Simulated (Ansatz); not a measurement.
Method: Ansatz, DFT PBE, scalar-relativistic, plane waves, PAW. All cells share a 420 eV cutoff and Γ-centred k meshes spaced at most about 0.3 Å⁻¹ (about 0.25 or finer for metals, 2π included). No spin polarisation in the final relaxations.

All energies are static (0 K, no zero-point motion). All come from trial cells, and lower structures may exist.

Question: Which of these relaxed structures of Sn5H is the lowest in energy?
1.

```cif
data_structure
_symmetry_space_group_name_H-M 'P6/mmm'
_symmetry_Int_Tables_number 191
_cell_length_a 5.9937
_cell_length_b 5.9937
_cell_length_c 5.6629
_cell_angle_alpha 90.000
_cell_angle_beta 90.000
_cell_angle_gamma 120.000
_cell_volume 176.18
loop_
_atom_site_label
_atom_site_type_symbol
_atom_site_symmetry_multiplicity
_atom_site_Wyckoff_symbol
_atom_site_fract_x
_atom_site_fract_y
_atom_site_fract_z
_atom_site_occupancy
Sn1 Sn 2 c 0.33333 0.66667 0.00000 1
Sn2 Sn 3 g 0.50000 0.00000 0.50000 1
H1 H 1 a 0.00000 0.00000 0.00000 1
```

2.

```cif
data_structure
_symmetry_space_group_name_H-M 'P6/mmm'
_symmetry_Int_Tables_number 191
_cell_length_a 10.2771
_cell_length_b 10.2771
_cell_length_c 2.9622
_cell_angle_alpha 90.000
_cell_angle_beta 90.000
_cell_angle_gamma 120.000
_cell_volume 270.95
loop_
_atom_site_label
_atom_site_type_symbol
_atom_site_symmetry_multiplicity
_atom_site_Wyckoff_symbol
_atom_site_fract_x
_atom_site_fract_y
_atom_site_fract_z
_atom_site_occupancy
Sn1 Sn 3 g 0.50000 0.00000 0.50000 1
Sn2 Sn 2 d 0.33333 0.66667 0.50000 1
H1 H 1 a 0.00000 0.00000 0.00000 1
```

3.

```cif
data_structure
_symmetry_space_group_name_H-M 'F-43m'
_symmetry_Int_Tables_number 216
_cell_length_a 8.7317
_cell_length_b 8.7317
_cell_length_c 8.7317
_cell_angle_alpha 90.000
_cell_angle_beta 90.000
_cell_angle_gamma 90.000
_cell_volume 665.74
loop_
_atom_site_label
_atom_site_type_symbol
_atom_site_symmetry_multiplicity
_atom_site_Wyckoff_symbol
_atom_site_fract_x
_atom_site_fract_y
_atom_site_fract_z
_atom_site_occupancy
Sn1 Sn 16 e 0.37456 0.12544 0.37456 1
Sn2 Sn 4 d 0.25000 0.25000 0.75000 1
H1 H 4 b 0.50000 0.00000 0.00000 1
```

Answer: 1. It has the CaCu5 type, space group P6/mmm (No. 191); the next, 3, with space group F-43m (No. 216), lies 17 meV/atom higher. Counting Sn atoms around H (those within 1.25 times the shortest such distance or 1.15 times the sum of covalent radii, 1.27 where that leaves under three; a plus sign parts nearer from farther groups; the shortest distance is added where it exceeds 1.18 times the sum of covalent radii), the lowest has H 6+12 from 3.5 Å and the next has H 16 from 3.6 Å. Even the lowest lies +0.52 eV/atom against the elements.

H stands nearly free of neighbours here, and without spin polarisation the energy of such atoms comes out too high. With hydrogen, zero-point motion can shift such differences by 10 meV/atom or more. A magnetic state wasn't ruled out in cells without spin, among them P6/mmm at 29.4 Å³/atom, F-43m, P6/mmm at 45.2 Å³/atom. Cells relaxed within their symmetry can be saddle points. Some types were kept out of the candidates beforehand, so the set may lack a known form.
